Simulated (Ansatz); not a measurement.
Zn₂SeS:
Space group P-4m2 (No. 115); a = 3.886 Å, b = 3.886 Å, c = 5.493 Å, α = 90.00°, β = 90.00°, γ = 90.00°

| atom | site | symmetry | x | y | z |
|---|---|---|---|---|---|
| Zn | 2g | 2mm. | 0.0000 | 0.5000 | 0.2367 |
| Se | 1d | -4m2 | 0.0000 | 0.0000 | 0.5000 |
| S | 1b | -4m2 | 0.5000 | 0.5000 | 0.0000 |

Relaxed with PBEsol.

**Question.** Give the optical modes at the zone centre with their infrared activity from DFPT, the program Ansatz at the PBEsol level (PAW).

**Answer.** Transverse frequencies, without the LO–TO term; a row sums one degenerate level.

```
ω (cm⁻¹)  degeneracy  IR ((D/Å)²/amu)     activity  symmetry
--------  ----------  ---------------  -----------  --------
78                 2             0.00  IR-inactive         E
205                1             0.00  IR-inactive        A1
212                1             2.98           IR        B2
218                2             6.23           IR         E
285                2             7.95           IR         E
285                1             3.92           IR        B2
```

**Question.** How high does the top mode go among those that the LO–TO term moves?

**Answer.** 317 cm⁻¹ for q along x, 317 cm⁻¹ for q along y, 317 cm⁻¹ for q along z.

The workflow started from a Materials Project entry (that database holds measured and hypothetical structures alike); the Crystallography Open Database copy checked does not list it. Its standing as an ambient phase is unchecked. The PBEsol relaxation kept the symmetry of its start; of distortions, only those at the zone centre were tested.

Potentials: the later of the program's two PAW sets.
